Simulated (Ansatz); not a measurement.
A geometry of Ti2AlC away from equilibrium: the start of the relaxation of a relaxed Ti2AlC cell displaced along its unstable phonon at q = Γ (45i cm⁻¹), largest move 0.15 Å. These are PBEsol (plane waves to 420 eV, PAW, scalar-relativistic; Ansatz, a first-principles code) values and carry that method's errors. Γ-centred k-mesh 8×8×9 on the run's cell (coarser than for final values), Fermi–Dirac smearing 0.05 eV.

```xyz
4
Lattice="4.1539 0.0000 0.0000 0.0000 4.1539 0.0000 0.0000 0.0000 3.5959" Properties=species:S:1:pos:R:3 pbc="T T T"
Ti     0.0000     2.0769     1.6480
Ti     2.0769     0.0000     1.9480
Al     2.0769     2.0769     0.0000
C      0.0000     0.0000     1.7980
```

Task: Which atoms carry the largest force, and which way does it point?

Result: 0.30 eV/Å, on Ti1, Ti2 (atoms numbered as listed); on Ti2 its components are (0.00, 0.00, -0.30).

Task: What is the pressure?

Result: -0.5 GPa, compression positive.

No spin polarisation in the result. The relaxed primitive cell holds an odd number of electrons. A magnetic state may lie lower.

The run could not lose the symmetry of its start: the end is stationary, and may be a saddle point rather than a minimum.

The end of the path is a generated cell of Ti2AlC: the first start was made by placing the elements on the sites of a structure type, and the end was not matched to a known phase here, so it may be hypothetical.
